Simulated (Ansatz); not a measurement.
CdS (wurtzite)

```
CELL_PARAMETERS angstrom
      4.16356     0.00000     0.00000
     -2.08178     3.60575     0.00000
      0.00000     0.00000     6.76722
ATOMIC_POSITIONS crystal
  Cd 0.66667 0.33333 0.00099
  Cd 0.33333 0.66667 0.50099
  S  0.66667 0.33333 0.62421
  S  0.33333 0.66667 0.12421
```

In each cell atom 4 (S, nearest neighbour Cd at 2.544 Å; its periodic images, 4.2 Å or more away, move with it) moves by s·(1.000, 0.000, 0.000) (along Cartesian x), the rest being held.

Level of theory: r2SCAN (plane waves to 500 eV, PAW, scalar-relativistic; Ansatz, a program for electronic structure). k mesh 7×7×4 (Γ-centred), Fermi-Dirac smearing 0.05 eV. F∥ is the force on the atom along that direction. CdS was relaxed with its symmetry unable to fall. 

```tsv
s (Å)	F∥ (eV/Å)
-0.760	7.186
-0.608	4.931
-0.456	3.177
-0.304	1.858
-0.152	0.850
0.000	0.000
0.152	-0.850
0.304	-1.858
0.456	-3.177
0.608	-4.931
0.760	-7.186
```

Q: What is the force constant k = d²E/ds² of this move at s = 0?

A: 5.42 eV/Å². The forces along the line at the two nearest points give (0.850 − (-0.850)) / (2·0.152) = 5.59 eV/Å²; the next pair corrects for the finite step.

(A displaced cell: forces are minus the slopes of the energy, force constants its curvatures, and phonons follow from these.)
